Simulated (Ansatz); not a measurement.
Starting cell, ZnS (zinc blende):

```
ZnS
1.0
    0.00000     5.44344     5.44344
    2.72172     0.00000     2.72172
    2.72172     2.72172     0.00000
S Zn
2 2
Direct
  0.37500   0.75000   0.75000
  0.87500   0.75000   0.75000
  0.00000   0.00000   0.00000
  0.50000   0.00000   0.00000
```

Scan: atom 4 (Zn, nearest neighbour S at 2.357 Å; its periodic images, 3.8 Å or more away, move with it) is displaced along Cartesian z, direction (0.000, 0.000, 1.000) in Cartesian axes, by s. The other atoms stay.

Computed with PBE (plane waves to 420 eV, PAW, scalar-relativistic; Ansatz, a program for electronic structure). k mesh 4×8×8 (Γ-centred), Fermi-Dirac smearing 0.05 eV. Energies are smeared free energies. ZnS was relaxed with its symmetry unable to fall. The zero of ΔE is the undisplaced structure.

| s (Å) | ΔE (meV/cell) |
|---|---|
| -0.470 | 622 |
| -0.376 | 406 |
| -0.282 | withheld |
| -0.188 | 104 |
| -0.094 | 26 |
| 0.000 | 0 |
| 0.094 | 26 |
| 0.188 | 103 |
| 0.282 | 229 |
| 0.376 | 400 |
| 0.470 | 611 |

Fit a polynomial form (powers 2, 3, 4) to the given rows and predict ΔE at s = -0.282.

Least squares on the 10 given rows: ΔE = (2955)·s² + (-53.84)·s³ + (-743.4)·s⁴, in meV/cell with s in Å; root-mean-square residual 0.1 meV/cell. At -0.282 the fit gives 231 meV/cell; the calculation gives 232 meV/cell, so the interpolation is off by -1 (-0.4 %). The quadratic term alone would give 235 meV/cell.

(A displaced cell: forces are minus the slopes of the energy, force constants its curvatures, and phonons follow from these.)
